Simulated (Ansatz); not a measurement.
TlSn: energy along a strain

TlSn, P4/mmm, a = 3.615 Å, c = 4.375 Å (as given, not relaxed at this level: -1.7 GPa). The structure is a COD entry; whether it is the stable form wasn't checked. Ansatz: PBEsol, PAW, 420 eV, Γ-centred 14×14×12 mesh on 2 atoms, Gaussian smearing 0.15 eV; no spin polarisation. Cell vectors (Å): 3.615 0.000 0.000; 0.000 3.615 0.000; 0.000 0.000 4.375. The cell is strained by x per cent times the pattern (0 0 0 0 0 1) in the order xx yy zz yz xz xy (engineering shears), with fractional coordinates held. y is the free energy over the start, V0 = 28.582 Å³/atom. Symmetry makes y even in x.

| x (%) | y (meV/atom) |
| --- | --- |
| -4.00 | -0.02 |
| -2.00 | -0.09 |
| 0.00 | 0.00 |
| 0.50 | ? |
| 1.00 | -0.03 |
| 1.50 | -0.06 |
| 2.50 | -0.11 |
| 3.00 | -0.11 |
| 3.50 | -0.08 |

**Question.** Fit y = c2 x² + c4 x⁴ to the other rows, get the stiffness along the pattern, and predict the missing energy.

**Answer.** Least squares on the rows shown. y = −0.02779 x² + 0.001679 x⁴. The clamped-ion stiffness p·C·p = 2 × -0.2779 eV × 160.2 / 28.582 Å³ = -3.1 GPa, which is C66 in these axes (second derivative at the start, which stands under stress). With a term in x⁶ added, the coefficient of x² becomes -0.03243, 17 % more, which shows how far this figure hangs on the form. At x = 0.50 the fit asked for gives -0.01 meV/atom. The run gave -0.01 meV/atom, the same to the digits shown.

Spin–orbit coupling is left out, which can shift energies with elements as heavy as these.